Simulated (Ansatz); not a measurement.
SnSe in space group P6_3mc (No. 186; Sn on 2b, Se on 2b) under volume change, the program Ansatz at the PBE level (PAW), shape and atoms relaxed at each volume.

```tsv
V (Å³/atom)	E − E(relaxed) (meV/atom)	P (GPa)
33.740	2.9	0.92
34.783	0.0	0.00
35.827	2.5	-0.74
36.870	9.4	-1.36
37.914	19.8	-1.85
```

### Question
What does a third-order Birch–Murnaghan fit give for V₀, B₀ and B′?

### Answer
V₀ = 34.79 Å³/atom, B₀ = 27.6 GPa, B′ = 5.8.

A made-up cell: these elements were put on the sites of a structure type; neither database checked (COD, Materials Project) lists it. It is not the phase usual at ambient conditions (space group No. 62). The cell was relaxed with PBE under the symmetry of its start; its stability against distortions is not shown here. Spin–orbit coupling is left out wherever it is not named.

Potentials: the later of the program's two PAW sets.
